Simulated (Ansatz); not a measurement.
As in space group I4_132 (No. 214; As on 8a) at seven volumes, the program Ansatz at the r²SCAN level (PAW), scaled uniformly. One row is withheld.

```json
[
 {"V (Å³/atom)": "37.422", "P (GPa)": "?"},
 {"V (Å³/atom)": "38.655", "P (GPa)": "2.15"},
 {"V (Å³/atom)": "39.889", "P (GPa)": "1.00"},
 {"V (Å³/atom)": "41.123", "P (GPa)": "0.00"},
 {"V (Å³/atom)": "42.356", "P (GPa)": "-0.85"},
 {"V (Å³/atom)": "43.590", "P (GPa)": "-1.66"},
 {"V (Å³/atom)": "44.824", "P (GPa)": "-2.37"}
]
```

Task: Fit the shown pressures and predict the withheld one.

Result: Third-order Birch–Murnaghan: P = (3/2)B₀(x^(7/2) − x^(5/2))[1 + (3/4)(B′ − 4)(x − 1)] with x = (V₀/V)^(2/3). Least squares on the six rows gives V₀ = 41.140 Å³/atom, B₀ = 31.35 GPa, B′ = 2.98. At V = 37.422, x = 1.0652 and P = 3.41 GPa. The run itself gave 3.39 GPa.

The start of the workflow was typed in or built on a structure type; neither database checked (COD, Materials Project) lists it. It is not the phase usual at ambient conditions (space group No. 166). Symmetry was held in the r²SCAN relaxation. At this level the phase is mechanically unstable. The volume moved by 53 % from the start of the relaxation.

Potentials: the later of the program's two PAW sets.
